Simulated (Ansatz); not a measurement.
Here is the system:

CdSe (wurtzite)

```xyz
4
Lattice="4.3400 0.0000 0.0000 -2.1700 3.7585 0.0000 0.0000 0.0000 7.0780" Properties=species:S:1:pos:R:3 pbc="T T T"
Cd     2.1700     1.2528     0.0040
Cd     0.0000     2.5057     3.5430
Se     2.1700     1.2528     4.4212
Se     0.0000     2.5057     0.8822
```

E(V) scan at fixed shape, V₀ the volume above. The atoms relax within the cell's symmetry.

These are r2SCAN (plane waves to 500 eV, PAW, scalar-relativistic; Ansatz, a program for electronic structure) values and carry that method's errors. k mesh 9×9×5 (Γ-centred), Fermi-Dirac smearing 0.05 eV. Energies are smeared free energies. Stress and pressure are positive under compression. With the shape held, the modulus is that of even scaling; a crystal free to change shape is softer. CdSe was relaxed with its symmetry unable to fall. The zero of ΔE is the relaxed starting cell.

The scan covers V/V₀ from 0.940 to 1.060 in 13 points.

Task: What is ΔE at V/V₀ = 1.060?

Result: 14.9 meV/atom.

Task: What is ΔE at V/V₀ = 0.940?

Result: 18.7 meV/atom.

Task: What pressure does the cell carry at V/V₀ = 0.940?

Result: 3.66 GPa.

(Under strain, the slope of the energy per volume gives the stress and its curvature an elastic modulus.)
